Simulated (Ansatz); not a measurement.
Space group Pbam (No. 55). a = 6.196 Å, b = 7.326 Å, c = 3.787 Å, α = 90.00°, β = 90.00°, γ = 90.00°
```csv
atom,site,symmetry,x,y,z
Ta,4g,..m,0.7760,0.6197,0.0000
O,4h,..m,0.8017,0.6581,0.5000
O,2a,..2/m,0.5000,0.5000,0.0000
O,4g,..m,0.8895,0.3603,0.0000
```

Equation of state of this Ta₂O₅ structure (not necessarily the ground state), with shape and atoms relaxed at each volume where symmetry leaves them free. The calculation used DFT PBEsol, scalar-relativistic, plane waves, PAW (Ansatz 0.2.0).

Settings: cutoff 420 eV, Γ-centred mesh 6×8×4 on the computed 14-atom cell, Gaussian smearing of 0.02 eV; no spin polarisation.

```csv
V (Å³/atom),E − E(largest V) (meV/atom),P (GPa),gap on mesh (eV)
10.805,64.54,28.20,2.29
11.173,9.28,20.09,2.27
11.541,-28.29,12.75,2.25
11.910,-49.78,6.05,2.21
12.278,-56.58,-0.01,2.17
12.646,-50.16,-5.44,2.12
13.015,-32.47,-9.70,2.10
13.506,0.00,-10.56,2.29
```

**Question.** Does one Birch–Murnaghan curve describe these points?

**Answer.** Not well: the fit leaves 0.81 meV/atom rms, which suggests a change of structure or state along the series.

Spin-orbit coupling is left out, which matters for the bands of heavy elements.

The gaps are read on the mesh, which can miss the band edges, so they can be too wide.

Cost: 8 runs of about 40 core-minutes in all, on Oxide Virtual Turin-like Processor (Zen 5) (shared hosts).